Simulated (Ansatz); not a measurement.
SrMg:
```
SrMg
1.0
    4.19895     0.00000     0.00000
    0.00000     4.19895     0.00000
    0.00000     0.00000     4.19895
Mg Sr
1 1
Direct
  0.00000   0.00000   0.00000
  0.50000   0.50000   0.50000
```

Relaxed with r²SCAN. Special points in fractions of this cell's reciprocal vectors: Γ (0.000, 0.000, 0.000); X (0.000, 0.500, 0.000); M (0.500, 0.500, 0.000); R (0.500, 0.500, 0.500).

Question: List the band energies nearest the Fermi level at these points for DFT-r²SCAN in the program Ansatz with PAW potentials.

Answer: In eV from the Fermi level; about four levels below and three above (degenerate sets whole), none deeper than 8.9 eV; points with the same levels are listed once.

```tsv
k	below	above
Γ	-4.97	1.11 1.11 3.88 3.88 3.88
X	-2.80 -2.25	2.08 2.49 2.49
M	-2.13 -0.10 -0.10	0.60 3.43 3.43
R	-0.49 -0.49 -0.49	0.81 3.28 3.28 3.28
```

Space group Pm-3m (CsCl type). The workflow started from an entry of the Crystallography Open Database (COD). Its standing as an ambient phase is unchecked. Symmetry was held in the r²SCAN relaxation; its stability against distortions is not shown here. The volume moved by 25 % from the start of the relaxation. Scalar-relativistic: spin–orbit coupling is off unless named, which matters more the heavier the elements.

Potentials: the later of the program's two PAW sets.
